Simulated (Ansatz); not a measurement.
Starting cell, CdS (wurtzite):

```
CdS
1.0
    4.19618     0.00000     0.00000
   -2.09809     3.63400     0.00000
    0.00000     0.00000     6.82953
Cd S
2 2
Cartesian
  0.00000   2.42266   6.82384
  2.09809   1.21133   3.40908
  0.00000   2.42266   2.56539
  2.09809   1.21133   5.98016
```

In this cell atom 2 (Cd, nearest neighbour S at 2.565 Å; its periodic images, 4.2 Å or more away, move with it) is moved by s along Cartesian z, unit vector (0.000, 0.000, 1.000); all other atoms and the cell stay fixed.

These are PBE (plane waves to 420 eV, PAW, scalar-relativistic; Ansatz, an electronic-structure program) values and carry that method's errors. k mesh 7×7×4 (Γ-centred), Fermi-Dirac smearing 0.05 eV. Energies are smeared free energies. Stress and pressure are positive under compression. Left out: 1 of 11 points, with atoms too close for the PAW data. CdS was relaxed with its symmetry unable to fall. The zero of ΔE is the undisplaced structure.

**Question.** Predict the ΔE (meV/cell) and P (GPa) at s (Å) = -0.616, -0.462, -0.308, 0.154, 0.308, 0.616.

**Answer.** 
```json
[
 {"s (Å)": "-0.616", "ΔE (meV/cell)": "499", "P (GPa)": "1.9"},
 {"s (Å)": "-0.462", "ΔE (meV/cell)": "347", "P (GPa)": "1.3"},
 {"s (Å)": "-0.308", "ΔE (meV/cell)": "188", "P (GPa)": "0.7"},
 {"s (Å)": "0.154", "ΔE (meV/cell)": "83", "P (GPa)": "0.3"},
 {"s (Å)": "0.308", "ΔE (meV/cell)": "407", "P (GPa)": "1.4"},
 {"s (Å)": "0.616", "ΔE (meV/cell)": "2548", "P (GPa)": "8.4"}
]
```

(A displaced cell: forces are minus the slopes of the energy, force constants its curvatures, and phonons follow from these.)
